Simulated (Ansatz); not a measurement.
# CoBi: from a first guess to the relaxed zincblende type

First guess:

```xyz
2
Lattice="0.0000 3.0856 3.0856 3.0856 0.0000 3.0856 3.0856 3.0856 0.0000" Properties=species:S:1:pos:R:3 pbc="T T T"
Co    0.0000    0.0000    0.0000
Bi    1.5428    1.5428    1.5428
```

Theory: DFT, PBE, PAW with Ansatz's default frozen-core files, scalar-relativistic (Ansatz 0.2.0).

Cell and atoms relax within the symmetry of the start on a 9×9×9 k mesh with 0.08 eV Fermi–Dirac smearing, from parallel moments.

The start is built from a prototype, known or not as a phase of this compound; the cutoff is 420 eV.

No spin–orbit coupling, which matters for the heavy atoms here.

The magnetic state is the one reached from parallel moments; other orders may lie lower.

Problem. What is the pressure of the first guess?

Solution. -5.51 GPa.

Problem. What does it relax to?

Solution. a = 5.874 Å, b = 5.874 Å, c = 5.874 Å, α = 90.00°, β = 90.00°, γ = 90.00° (conventional cell), 25.33 Å³ per atom:
```
CELL_PARAMETERS angstrom
0.00000 2.93701 2.93701
2.93701 0.00000 2.93701
2.93701 2.93701 0.00000
ATOMIC_POSITIONS crystal
Co 0.00000 0.00000 0.00000
Bi 0.25000 0.25000 0.25000
```

Problem. How much energy does the relaxation release?

Solution. 90 meV/atom.

Problem. What moment does the relaxed primitive cell (2 atoms) carry?

Solution. 0.00 μB.
